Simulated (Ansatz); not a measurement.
InAs (zinc blende, F-43m) at seven volumes, PBE (plane waves, PAW; program Ansatz), scaled uniformly. One row is withheld.

```tsv
V (Å³/atom)	P (GPa)
26.933	?
27.820	3.48
28.708	1.59
29.596	0.00
30.484	-1.33
31.372	-2.45
32.260	-3.39
```

Q: Fit the shown pressures and predict the withheld one.

A: P = (3/2)B₀(x^(7/2) − x^(5/2))[1 + (3/4)(B′ − 4)(x − 1)] with x = (V₀/V)^(2/3). Least squares on the six rows gives V₀ = 29.597 Å³/atom, B₀ = 48.4 GPa, B′ = 4.82. At V = 26.933, x = 1.0649 and P = 5.73 GPa. The run itself gave 5.73 GPa.

The PBE relaxation kept the symmetry of its start.

Potentials: the later of the program's two PAW sets.
